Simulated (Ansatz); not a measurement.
AlGaAs₂ (P-4m2), relaxed with PBEsol (Ansatz, a first-principles code, plane waves, PAW): a = 4.0100 Å, b = 4.0100 Å, c = 11.3203 Å, α = 90.00°, β = 90.00°, γ = 90.00°.

```
Item                             Value
-------------------------------  -----
gap (eV)                          1.07
B₀ by P(V) fit (GPa)              70.6
K_Hill (GPa)                      70.8
G_Hill (GPa)                      41.3
electron conductivity mass (mₑ)  0.071
Θ_D (K)                            354
```

Question: The same phase is relaxed and computed with r²SCAN in the same code. What are the cell and these values now?

Answer: a = b = 4.0123 Å, c = 11.3317 Å, α = β = γ = 90.00°.

* **gap (eV)**: 1.63
* **B₀ by P(V) fit (GPa)**: 74.1
* **K_Hill (GPa)**: 74.2
* **G_Hill (GPa)**: 46.3
* **electron conductivity mass (mₑ)**: 0.11
* **Θ_D (K)**: 374

Typed or built starts, not in the databases checked: AlGaAs2, P-4m2 (Pearson symbol tP8). All cells were relaxed under the symmetry of their starts (and spin orders); stability against distortions was not tested throughout. Scalar-relativistic: spin–orbit coupling is off unless named, which matters more the heavier the elements.

Potentials: the earlier of the program's two PAW sets. The files were generated under PBE; for other functionals the program regenerates the frozen cores, and for LDA and PBEsol the local potential too.

Ansatz is a plane-wave DFT program.
